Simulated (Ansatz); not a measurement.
## LuMgCrS₄: Electrostatic potentials at the S nuclei

Cell: a computed structure from the Materials Project (it need not be an observed phase).

```cif
data_structure
_symmetry_space_group_name_H-M 'P 1'
_symmetry_Int_Tables_number 1
_cell_length_a 7.4946
_cell_length_b 7.4946
_cell_length_c 7.4319
_cell_angle_alpha 119.628
_cell_angle_beta 119.628
_cell_angle_gamma 60.724
_cell_volume 298.44
loop_
_atom_site_label
_atom_site_type_symbol
_atom_site_fract_x
_atom_site_fract_y
_atom_site_fract_z
_atom_site_occupancy
Mg1 Mg 0.37532 0.37532 0.12479 1
Mg2 Mg 0.62468 0.62468 0.87521 1
Lu3 Lu 0.00000 0.50000 0.50000 1
Lu4 Lu 0.50000 0.00000 0.50000 1
Cr5 Cr 0.00000 0.00000 0.00000 1
Cr6 Cr 0.00000 0.00000 0.50000 1
S7 S 0.21519 0.78130 0.24925 1
S8 S 0.76955 0.76955 0.27305 1
S9 S 0.76901 0.76901 0.76503 1
S10 S 0.21870 0.78481 0.75075 1
S11 S 0.23099 0.23099 0.23497 1
S12 S 0.78130 0.21519 0.24925 1
S13 S 0.78481 0.21870 0.75075 1
S14 S 0.23045 0.23045 0.72694 1
```

Atoms are numbered from 1 in the order listed; like atoms form one site, named after its first atom.

Level of theory: DFT, r2SCAN, plane waves and PAW, scalar-relativistic, collinear spin, 500 eV cutoff, Γ-centred 5×5×5 k-points, Fermi–Dirac smearing 0.02 eV (Ansatz 0.2.0). Start moments as typed (μB): 3 on each Cr, none on the rest.

The potential at a nucleus is that of all electrons and the other nuclei. A higher potential binds the core electrons more strongly, so differences between sites of one element are the initial-state part of core-level shifts.

Task: Rank the S sites by the potential at the nucleus, lowest first, and give each against the lowest.
A. atom 7: 2 Cr at 2.48–2.49 Å, 1 Mg at 2.51 Å, 1 Lu at 2.68 Å
B. atom 8: 1 Mg at 2.43 Å, 1 Cr at 2.44 Å, 2 Lu at 2.64 Å

Result: B (0.00 V), A (0.35 V).

The program didn't check the stability of this electronic state in full, so a lower one may lie near. All moments are parallel here, as the start or the cell imposes; many such compounds order antiparallel, where fields and spin densities carried over to other atoms largely cancel. The magnetic order is the one that the run reached from its start moments, not necessarily the measured one.
